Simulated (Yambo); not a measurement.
G0W0@LDA for Rb$_{2}$ScAgF$_{6}$ (space group Fm-3m, No. 225) in Yambo. Reference settings: 2×2×2 Γ-centred k mesh, bands 6 to 273 and a 7 Ry block in the screening, 273 bands in G with the Bruneval-Gonze terminator, plasmon pole fitted at 27.2 eV. The LDA gap L → Γ on this mesh is 2.96 eV; G0W0 gaps are taken between the same points.

The settings were changed. The gap went from 6.53 eV to 6.36 eV, and the shift of the valence edge from -2.05 eV to -1.70 eV.

Task: Name the change that produced these shifts.
A) 79 bands in W, 79 bands in G, 4 Ry block
B) 79 bands in W, 79 bands in G, 2 Ry block
C) 79 bands in W, 79 bands in G, 3 Ry block
D) 216 bands in W, 216 bands in G, no terminator

Result: D, 216 bands in W, 216 bands in G, no terminator. The others gave (gap, valence shift): 79 bands in W, 79 bands in G, 2 Ry block: 7.87, -2.79 eV; 79 bands in W, 79 bands in G, 3 Ry block: 7.58, -2.43 eV; 79 bands in W, 79 bands in G, 4 Ry block: 7.49, -2.30 eV.

Spin-orbit coupling is not included.

Geometry of the Materials Project entry, not relaxed at this level; primitive cell a = b = c = 6.354 Å, α = β = γ = 60.00°.

The structure is a Materials Project entry; no match was found in the copy of COD used, and its stability was not checked.

A shift is the quasiparticle energy of the state minus its LDA energy.
